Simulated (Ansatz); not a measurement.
Relaxed-ion elastic tensor of LaSe (rock salt, Fm-3m) in GPa (Voigt order), DFT-PBEsol in the program Ansatz with PAW potentials; density 6.64 g/cm³, 27.26 Å³ per atom.

```
 194  18.9  18.9   0.0   0.0   0.0
18.9   194  18.9   0.0   0.0   0.0
18.9  18.9   194   0.0   0.0   0.0
 0.0   0.0   0.0  16.3   0.0   0.0
 0.0   0.0   0.0   0.0  16.3   0.0
 0.0   0.0   0.0   0.0   0.0  16.3
```

Problem. Is the crystal mechanically stable?

Solution. Yes: the smallest eigenvalue of C is 16.3 GPa.

Problem. Work out the Voigt, Reuss and Hill averages.

Solution. K_V = 77.2, K_R = 77.2, K_H = 77.2; G_V = 44.7, G_R = 24.1, G_H = 34.4 GPa.

Problem. Give Young's modulus, Poisson's ratio, Pugh's ratio and the universal anisotropy index.

Solution. E = 9KG/(3K + G) = 89.9 GPa; ν = 0.31; K/G = 2.24 (ductile by the Pugh limit of 1.75); A_U = 5G_V/G_R + K_V/K_R − 6 = 4.28.

Problem. Estimate the sound speeds and the Debye temperature.

Solution. v_l = √((K + 4G/3)/ρ) = 4310 m/s, v_t = √(G/ρ) = 2280 m/s, mean 2550 m/s; Θ = (h/k)(3n/4πV)^(1/3) v_m = 252 K.

Problem. Give the Zener ratio and Young's modulus along [100], [110] and [111].

Solution. A = 2C44/(C11 − C12) = 0.19; 1/E = S11 − 2(S11 − S12 − S44/2)Γ with Γ = 0, 1/4, 1/3 gives 190, 56.3, 45.6 GPa.

The workflow started from an entry of the Crystallography Open Database (COD). Its standing as an ambient phase is unchecked. The cell was relaxed with PBEsol under the symmetry of its start; whether a distortion lowers the energy is not shown. With an odd number of electrons in the cell and no spin polarisation, the count alone makes it a metal. As this level gives no gap, shear constants depend on the k-mesh and smearing (Fermi–Dirac, 0.1 eV here). Scalar-relativistic: spin–orbit coupling is off unless named, which matters more the heavier the elements.

Potentials: the later of the program's two PAW sets.
